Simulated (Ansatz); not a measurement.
A relaxed cell of LiSnS3 is given with its symmetry left out. The cell was found from a structure generator's guess, not taken from experiment.

All numbers below come from Ansatz 0.2.0, DFT PBE, scalar-relativistic, plane waves, PAW. Cutoff 420 eV, Γ-centred mesh, Gaussian smearing, no spin polarisation.

```
Li Sn S
1.0
     3.40067    1.96338    5.29451
    -3.40067    1.96338    5.29451
     0.00000   -3.92676    5.29451
Li Sn S
2 2 6
Direct
  0.75000 0.75000 0.75000
  0.25000 0.25000 0.25000
  0.50000 0.50000 0.50000
  0.00000 0.00000 0.00000
  0.90148 0.25000 0.59852
  0.59852 0.90148 0.25000
  0.25000 0.59852 0.90148
  0.09852 0.75000 0.40148
  0.40148 0.09852 0.75000
  0.75000 0.40148 0.09852
```

Energies over the elements count from the elements' standard structures at the same level, with no fitted energy shifts. The references include grey tin.

Q: What space group does it have?

A: R-3c (No. 167). Conventional cell: a = 6.801 Å, c = 15.884 Å. Around Li lie 3 S at 2.37 Å; around Sn lie 6 S at 2.58 Å; S has 1 Li at 2.37 Å and 2 Sn at 2.58 Å.

Q: What is its formation energy per atom?

A: −0.33 eV/atom. A negative formation energy is needed for stability but isn't enough: competing phases decide.

Q: Is it a metal?

A: Yes, bands cross the Fermi level on the 6×6×6 mesh.

Q: From what recipe could a structure generator have reached it?

A: One such recipe: perovskite family, tilts a-a-a- (R-3c, No. 167). Other recipes can lead to the same cell.

The last run used a 6×6×6 mesh for its 10-atom cell and Gaussian smearing of 0.10 eV. The reference form of S is held partly by dispersion forces, which this level lacks. Symmetry constrained the relaxation, so the result can be a saddle point.
